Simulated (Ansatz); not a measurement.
**From three elastic constants to directional properties of CsH**

All numbers below come from Ansatz 0.2.0, DFT LDA, scalar-relativistic, plane waves, PAW. Plane waves to 420 eV; Γ-centred k mesh 8×8×8; fixed occupations. No spin polarisation.

Equilibrium structure at this level:
```
Cs H
1.0
     3.63860    0.00000    0.00000
     0.00000    3.63860    0.00000
     0.00000    0.00000    3.63860
Cs H
1 1
Direct
  0.00000 0.00000 0.00000
  0.50000 0.50000 0.50000
```

With ions relaxed, on the cubic axes: C11 = 51.9, C12 = 2.3, C44 = 10.3 GPa. The density is 4.616 g/cm³.

Problem. Is the crystal stable against strain, and how anisotropic is it?

Solution. Born's conditions hold: C11 + 2C12 = 56.5, C11 − C12 = 49.6 and C44 = 10.3 GPa are all positive. B = (C11 + 2C12)/3 = 18.8 GPa. The two shear moduli are C44 and C′ = (C11 − C12)/2 = 24.8 GPa, so Zener's ratio is A = C44/C′ = 0.41: the shear C44 is the soft one, as in NaCl, KCl, the halide perovskites and the bcc metals V, Nb, Cr and Mo. The Cauchy pressure C12 − C44 is -7.9 GPa; it would vanish for pair forces between atoms on inversion centres at zero pressure, and a negative value is usual with directional bonding, though many-body forces give one in some ionic oxides too.

Problem. Give the sound speeds along the three symmetry directions.

Solution. The Christoffel equation gives ρv² for each branch:
```
direction branch                    ρv²   GPa v (m/s)
    [100]              L                    C11  51.9     3352
    [100]         T (×2) C44  10.3     1491
    [110]              L   (C11 + C12 + 2C44)/2  37.4     2845
    [110]   T, u ∥ [001]                    C44  10.3     1491
    [110]  T, u ∥ [1-10]          (C11 − C12)/2  24.8     2317
    [111]              L  (C11 + 2C12 + 4C44)/3  32.5     2654
    [111]         T (×2) (C11 − C12 + C44)/3  19.9     2079
```

Problem. How does Young's modulus depend on direction?

Solution. Inverting gives S11 = 19.349, S12 = -0.825, S44 = 97.466 TPa⁻¹. Along a unit vector (l, m, n), 1/E = S11 − 2(S11 − S12 − S44/2)(l²m² + m²n² + n²l²), where the last bracket is 0, 1/4 and 1/3 for [100], [110] and [111]: E = 52, 30 and 26 GPa. With A < 1 the cube edge is stiffest. For a film on (001), the biaxial modulus is C11 + C12 − 2C12²/C11 = 54 GPa and the normal strain is −2C12/C11 = -0.09 times the in-plane one.

This CsCl-type form isn't the usual stable structure of the compound.